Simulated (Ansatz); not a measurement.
## Rb: strain energy, fitted

Rb, P6_3/mmc, a = 5.088 Å, c = 8.442 Å. This isn't the element's structure at ambient conditions. Ansatz: r2SCAN, PAW, 500 eV, Γ-centred 9×9×6 mesh on 2 atoms, Gaussian smearing 0.10 eV; no spin polarisation. Series: biaxial strain in the a-b plane, c and atoms relaxed; x is the strain in per cent. y is the free energy over the unstrained cell, V0 = 94.641 Å³/atom.

```tsv
x (%)	y (meV/atom)
-6.0	16.32
-4.0	6.95
-2.0	1.70
0.0	0.00
2.0	1.12
4.0	?
6.0	10.05
```

Q: Fit y = c2 x² + c3 x³ to the other rows, turn c2 into a modulus, and predict the missing energy.

A: Least squares on the rows shown. y = 0.36695 x² − 0.014641 x³. In eV per unit strain² c2 is 3.670; M is the biaxial modulus (E = M V0 ε²): 3.670 × 160.2 / (94.641) = 6.2 GPa. The unstrained cell keeps some stress along the strain, worth a slope of -0.18 meV/atom per %, which the form leaves out. At x = 4.0 the fit asked for gives 4.93 meV/atom. The run gave 4.66 meV/atom, so the fit is 0.27 meV/atom too high, 1.7 % of the span of the series, against an rms of 0.13 meV/atom on the fitted rows. With a term in x⁴ added, a fit to the same known rows predicts 5.01 meV/atom, further off still.